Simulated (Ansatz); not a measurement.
Here is the system:

TiPt (CsCl type, Pm-3m), a = b = c = 3.1410 Å, α = β = γ = 90.00°.

This is the PBEsol-relaxed structure.

Task: All from PBEsol in the plane-wave PAW code Ansatz, unless another level is named. Estimate the formation energy from the elements (no fitted shifts).

Result: -75 kJ/mol-atom.

Task: Predict the density of states at the Fermi level.

Result: 1.3 states/eV per atom (mean over ±0.08 eV).

Task: What about the gap with spin–orbit coupling?

Result: none (metallic).

The workflow started from an entry of the Crystallography Open Database (COD). Its standing as an ambient phase is unchecked. The cell was relaxed with PBEsol under the symmetry of its start. At this level the phase is mechanically unstable. The run is not spin-polarised. The references are the lowest solids computed at this level, not always the standard phases. Spin–orbit coupling is left out wherever it is not named.

Potentials: the later of the program's two PAW sets.
